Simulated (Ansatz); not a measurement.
Method: DFT PBE, scalar-relativistic, plane waves, PAW in Ansatz 0.2.0. Settings: cutoff 420 eV, Γ-centred meshes spaced at most about 0.3 Å⁻¹ (2π included), Gaussian smearing. No spin polarisation in the final relaxations.

All energies are static (0 K, no zero-point motion).

Compare these two cells of LiBeF3, each relaxed at this level.

1.

```xyz
5
Lattice="2.7678 0.0000 0.0000 0.0000 2.6143 4.0831 0.0000 -2.6143 4.0831" Properties=species:S:1:pos:R:3 pbc="T T T"
Li    1.3839    0.0000    5.6665
Be    0.0000    0.0000    0.4471
F     0.0000    1.3183    5.3329
F     0.0000   -1.3183    5.3329
F     1.3839    0.0000    7.7135
```

2.

```xyz
5
Lattice="3.4978 0.0000 0.0000 0.0000 3.4978 0.0000 0.0000 0.0000 3.4978" Properties=species:S:1:pos:R:3 pbc="T T T"
Li    1.7489    1.7489    1.7489
Be    0.0000    0.0000    0.0000
F     1.7489    0.0000    0.0000
F     0.0000    0.0000    1.7489
F     0.0000    1.7489    0.0000
```

Question: Which form is favoured at zero pressure, and by what margin per atom?

Answer: Cell 1 is lower, by 295 meV/atom. Cell 1 has space group Amm2 (No. 38), 11.8 Å³/atom and a gap of 7.53 eV on its mesh; cell 2 has the cubic perovskite type, space group Pm-3m (No. 221), 8.6 Å³/atom and a gap of 7.52 eV. Counting F atoms around Be and Li (those within 1.25 times the shortest such distance or 1.15 times the sum of covalent radii; the shortest distance is added where it is long for a bond), cell 1 has Li 5, Be 4 and cell 2 has Li 12 from 2.5 Å, Be 6. The lower one is the more open, so pressure narrows the difference. Both come from invented guesses.

Kohn–Sham gaps at this level usually fall short of measured ones. Cells relaxed within their symmetry can be saddle points. The Amm2 cell of LiBeF3 came from shaking the Pm-3m one.
